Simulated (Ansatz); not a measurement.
# Relaxation path: Sr₂CdPt₂

DFT, PBEsol, PAW with Ansatz's default frozen-core files, scalar-relativistic (Ansatz 0.2.0); a Γ-centred 9×9×9 k mesh, Fermi–Dirac smearing of 0.05 eV, no spin polarisation. The run relaxes cell and atoms at a target pressure of 0 GPa.

Command: `ansatz run input.yaml --threads 2 --pin off --max-ram 5120MiB --backend cpu --events-out ev --progress --plain --runs-dir out` It took 2.2 min on 2 threads of Arm Neoverse V1 (shared host), peak memory 0.77 GiB.

PAW: frozen-core files, cutoff 420 eV; forces are relaxed below 0.005 eV/Å.

Each step lists its free energy a cell above the last geometry, the pressure, the cell vectors (Å), and Cartesian positions (Å) with forces (eV/Å).

The first step:

```
step 1  dF = 25.35 meV  P = -2.06 GPa
  cell -2.2798 2.9676 4.5937  2.2798 -2.9676 4.5937  2.2798 2.9676 -4.5937
  Sr 0.0000 2.9676 1.8370   0.0000 0.0000 -0.0115
  Sr 2.2798 0.0000 2.7567   0.0000 0.0000 0.0115
  Cd 0.0000 0.0000 0.0000   0.0000 0.0000 0.0000
  Pt 0.0000 1.3671 4.5937   0.0000 -0.1084 0.0000
  Pt 2.2798 1.6005 0.0000   0.0000 0.1084 0.0000
```

Spin–orbit coupling is left out, which matters for the heavy atoms. The PAW files were made under PBE.

Question: Where does the relaxation end, and by which steps?

Answer: After 5 geometries, with conventional a, b, c = 4.524, 5.876, 9.078 Å, at 24.131 Å³/atom (-2.94 % against the start) in space group Immm, with a shortest distance of 2.692 Å. The further steps:
```
step 2  dF = 10.48 meV  P = 1.48 GPa
  cell -2.2448 2.9166 4.5260  2.2448 -2.9166 4.5260  2.2448 2.9166 -4.5260
  Sr 0.0000 2.9166 1.8145   0.0000 0.0000 0.0200
  Sr 2.2448 0.0000 2.7114   0.0000 0.0000 -0.0200
  Cd 0.0000 0.0000 0.0000   0.0000 0.0000 0.0000
  Pt 0.0000 1.3317 4.5260   0.0000 0.0825 0.0000
  Pt 2.2448 1.5849 0.0000   0.0000 -0.0825 0.0000
step 3  dF = 0.12 meV  P = -0.08 GPa
  cell -2.2612 2.9391 4.5451  2.2612 -2.9391 4.5451  2.2612 2.9391 -4.5451
  Sr 0.0000 2.9391 1.8201   0.0000 0.0000 0.0098
  Sr 2.2612 0.0000 2.7250   0.0000 0.0000 -0.0098
  Cd 0.0000 0.0000 0.0000   0.0000 0.0000 0.0000
  Pt 0.0000 1.3470 4.5451   0.0000 -0.0071 0.0000
  Pt 2.2612 1.5921 0.0000   0.0000 0.0071 0.0000
step 4  dF = 0.01 meV  P = 0.00 GPa
  cell -2.2617 2.9375 4.5403  2.2617 -2.9375 4.5403  2.2617 2.9375 -4.5403
  Sr 0.0000 2.9375 1.8207   0.0000 0.0000 -0.0037
  Sr 2.2617 0.0000 2.7196   0.0000 0.0000 0.0037
  Cd 0.0000 0.0000 0.0000   0.0000 0.0000 0.0000
  Pt 0.0000 1.3461 4.5403   0.0000 -0.0057 0.0000
  Pt 2.2617 1.5914 0.0000   0.0000 0.0057 0.0000
step 5  dF = 0.00 meV  P = 0.00 GPa
  cell -2.2620 2.9379 4.5389  2.2620 -2.9379 4.5389  2.2620 2.9379 -4.5389
  Sr 0.0000 2.9379 1.8198   0.0000 0.0000 -0.0001
  Sr 2.2620 0.0000 2.7191   0.0000 0.0000 0.0001
  Cd 0.0000 0.0000 0.0000   0.0000 0.0000 0.0000
  Pt 0.0000 1.3458 4.5389   0.0000 -0.0010 0.0000
  Pt 2.2620 1.5921 0.0000   0.0000 0.0010 0.0000
step 6  dF = 0.56 meV  P = 0.00 GPa  (same geometry on a basis chosen anew; earlier energies don't compare to the last digit)
  cell -2.2620 2.9379 4.5389  2.2620 -2.9379 4.5389  2.2620 2.9379 -4.5389
  Sr 0.0000 2.9379 1.8198   0.0000 0.0000 -0.0001
  Sr 2.2620 0.0000 2.7191   0.0000 0.0000 0.0001
  Cd 0.0000 0.0000 0.0000   0.0000 0.0000 0.0000
  Pt 0.0000 1.3458 4.5389   0.0000 -0.0009 0.0000
  Pt 2.2620 1.5921 0.0000   0.0000 0.0009 0.0000
```
